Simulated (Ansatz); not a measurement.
SiGeO₃ (P4mm), relaxed with LDA (Ansatz, a program for electronic structure, plane waves, PAW): a = 3.3893 Å, b = 3.3893 Å, c = 4.2824 Å, α = 90.00°, β = 90.00°, γ = 90.00°.

```
Property                         Value
-------------------------------  -----
gap (eV)                          1.63
ΔH_f (eV/atom)                   -1.99
electron conductivity mass (mₑ)   0.40
```

Q: The same phase is relaxed and computed with r²SCAN+D4 in the same code. What are the cell and these values now?

A: a = 3.4085 Å, b = 3.4085 Å, c = 4.4036 Å, α = 90.00°, β = 90.00°, γ = 90.00°.

* **gap (eV)**: 2.26
* **ΔH_f (eV/atom)**: -1.91
* **electron conductivity mass (mₑ)**: 0.43

Typed or built starts, not in the databases checked: SiGeO3, P4mm (Si on 1b, Ge on 1a, O on 2c, O on 1b). Weakly bound layers, chains or molecules computed without a dispersion correction, so cells and soft constants are ill determined: SiGeO3, P4mm (Si on 1b, Ge on 1a, O on 2c, O on 1b) with LDA. Unstable at this level: SiGeO3, P4mm (Si on 1b, Ge on 1a, O on 2c, O on 1b) with LDA. All cells were relaxed under the symmetry of their starts (and spin orders); stability against distortions was not tested throughout. Spin–orbit coupling is left out wherever it is not named.

Potentials: the later of the program's two PAW sets.

Ansatz is a plane-wave DFT program.

Formation energies count from the lowest solids of the elements computed at the same level, not from gases.
